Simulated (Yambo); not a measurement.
G0W0@LDA for AlPO$_{4}$ (space group P6_3mc, No. 186) in Yambo. Reference settings: 3×3×1 Γ-centred k mesh, 297 bands and a 7 Ry block in the screening, 297 bands in G with the Bruneval-Gonze terminator, plasmon pole fitted at 27.2 eV. The LDA gap Γ → Γ on this mesh is 5.34 eV; G0W0 gaps are taken between the same points.

The settings were changed. The gap went from 8.56 eV to 8.57 eV, and the shift of the valence edge from -1.96 eV to -1.87 eV.

Which change was made?
A) 70 bands in W, 70 bands in G, 4 Ry block
B) 70 bands in W, 70 bands in G, 2 Ry block
C) 164 bands in W, 164 bands in G
D) 70 bands in W, 70 bands in G, 3 Ry block

C, 164 bands in W, 164 bands in G. The others gave (gap, valence shift): 70 bands in W, 70 bands in G, 2 Ry block: 9.38, -2.39 eV; 70 bands in W, 70 bands in G, 3 Ry block: 9.00, -1.97 eV; 70 bands in W, 70 bands in G, 4 Ry block: 8.94, -1.89 eV.

Geometry of the Materials Project entry, not relaxed at this level; primitive cell a = b = 5.2860 Å, c = 8.6294 Å, α = β = 90.00°, γ = 120.00°.

A shift is the quasiparticle energy of the state minus its LDA energy.
